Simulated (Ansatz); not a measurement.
## WC: computed property card

WC:
Space group Cmcm (No. 63); a = 2.8167 Å, b = 7.7587 Å, c = 3.8344 Å, α = β = γ = 90.00°

| atom | site | symmetry | x | y | z |
|---|---|---|---|---|---|
| C | 4c | m2m | 0.0000 | 0.6010 | 0.2500 |
| W | 4c | m2m | 0.0000 | 0.1182 | 0.7500 |
(The calculation used a cell of 4 atoms; values per cell refer to that cell.)

Space group Cmcm (No. 63); conventional cell a = 2.8167 Å, b = 7.7587 Å, c = 3.8344 Å, α = β = γ = 90.00°.

Method: DFT-PBE in the program Ansatz with PAW potentials. The cell and atoms are relaxed at this level. Other levels are named where they apply.

**Cell and energy**

Volume per atom: 10.47 Å³
Density: 15.52 g/cm³
Formation energy from the elements (no fitted shifts): 0.49 eV/atom

**Electronic structure**

* **Electronic character**: metallic (no gap)
* **Density of states at the Fermi level**: 0.34 states/eV per atom (mean over ±0.08 eV)

**Mechanics**

* **Bulk modulus (Birch–Murnaghan fit)**: 307 GPa
* **Pressure derivative B′**: 5.2

A made-up cell: these elements were put on the sites of a structure type; neither database checked (COD, Materials Project) lists it. It is not the phase usual at ambient conditions (space group No. 187). Symmetry was held in the PBE relaxation; its stability against distortions is not shown here. The run is not spin-polarised. The references are the lowest solids computed at this level, not always the standard phases. Scalar-relativistic: spin–orbit coupling is off unless named, which matters more the heavier the elements.

Potentials: the later of the program's two PAW sets.
